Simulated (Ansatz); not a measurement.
HgS in space group C2/c (No. 15; Hg on 4a, S on 4e), PBE (plane waves, PAW; program Ansatz), all energies at zero smearing, with the estimated change up to a 700 eV cutoff added, with one set of potentials and settings (totals compare only within such a set). Cell of 4 atoms (2 Hg, 2 S): -29431.568 eV.

| element | reference phase | E (eV/atom) |
|---|---|---|
| Hg | P6_3/mmc, 2 atoms in the cell | -13813.4607 |
| S | Fddd, 32 atoms in the cell | -902.0599 |

Formation energy per atom, worked out: (-29431.568 − 2×(-13813.4607) − 2×(-902.0599))/4 = -0.132 eV/atom (-13 kJ per mol of atoms), at 0 K, without zero-point energy or fitted corrections.

A made-up cell: these elements were put on the sites of a structure type; neither database checked (COD, Materials Project) lists it. COD files the formula under space group No. 152, 154, 166, 216, so this cell is another polymorph or a model. Whether it is the stable phase at ambient conditions was not checked. The cell was relaxed with PBE under the symmetry of its start; whether a distortion lowers the energy is not shown. The references are the lowest solids computed at this level, not always the standard phases. Spin–orbit coupling is left out wherever it is not named.

Potentials: the later of the program's two PAW sets.
